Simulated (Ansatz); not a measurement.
The relaxed structure here is a generated cell of Si2Mo: the first start was made by placing the elements on the sites of a structure type, and the end was not matched to a known phase here, so it may be hypothetical. Known forms of Si2Mo include space group No. 139.

The end point of a relaxation of Si₂Mo. Space group Pa-3 (No. 205), AFLOW prototype AB2_cP12_205_a_c (C2, as in FeS2). Calculation: r2SCAN (plane waves to 500 eV, PAW, scalar-relativistic; Ansatz, a program for electronic structure).

```xyz
12
Lattice="6.0200 0.0000 0.0000 0.0000 6.0200 0.0000 0.0000 0.0000 6.0200" Properties=species:S:1:pos:R:3 pbc="T T T"
Mo     0.0000     0.0000     0.0000
Mo     3.0100     3.0100     0.0000
Mo     0.0000     3.0100     3.0100
Mo     3.0100     0.0000     3.0100
Si     2.2871     2.2871     2.2871
Si     5.2971     0.7229     3.7329
Si     3.7329     5.2971     0.7229
Si     0.7229     3.7329     5.2971
Si     3.7329     3.7329     3.7329
Si     0.7229     5.2971     2.2871
Si     2.2871     0.7229     5.2971
Si     5.2971     2.2871     0.7229
```

| Property | Result |
|---|---|
| Volume per atom | 18.18 Å³ |
| Density | 4.63 g/cm³ |
| Band gap | no gap on the sampled points, where the bands overlap only slightly; such a result is sensitive to mesh and level |
| Shortest distances | Si–Si 2.50 Å; Mo–Si 2.51 Å |
| k-mesh | 6×6×6 |

Band energies at high-symmetry points (eV from the Fermi level; labels of this space group; no spin-orbit coupling), from −5 eV up to 0.9 eV:

| point | energies |
|---|---|
| Γ | -4.52 -4.52 -4.52 -4.32 -3.11 -3.11 -3.11 -2.55 -2.55 -2.28 -2.28 -2.28 -1.86 -1.86 -1.86 -1.76 -1.76 -0.79 -0.79 -0.79 -0.42 0.06 0.06 0.29 0.29 0.29 0.75 |
| X | -4.42 -4.42 -4.00 -4.00 -3.63 -3.63 -2.76 -2.76 -2.71 -2.71 -1.69 -1.69 -1.48 -1.48 -1.31 -1.31 -0.40 -0.40 -0.34 -0.34 0.25 0.25 0.32 0.32 |
| M | -4.34 -4.34 -4.34 -4.34 -3.37 -3.37 -3.37 -3.37 -1.75 -1.75 -1.75 -1.75 -1.03 -1.03 -1.03 -1.03 -0.38 -0.38 -0.38 -0.38 0.22 0.22 0.22 0.22 |
| R | -4.14 -4.14 -4.14 -4.14 -3.22 -3.22 -3.22 -3.22 -1.24 -1.24 -1.24 -1.24 -0.79 -0.79 -0.79 -0.79 -0.40 -0.40 -0.40 -0.40 0.12 0.12 0.12 0.12 0.90 0.90 0.90 0.90 |
| X1 | -4.42 -4.42 -4.00 -4.00 -3.63 -3.63 -2.76 -2.76 -2.71 -2.71 -1.69 -1.69 -1.48 -1.48 -1.31 -1.31 -0.40 -0.40 -0.34 -0.34 0.25 0.25 0.32 0.32 |

No spin polarisation in the result. A magnetic state may lie lower.

The run could not lose the symmetry of its start, so the end can be a saddle point.
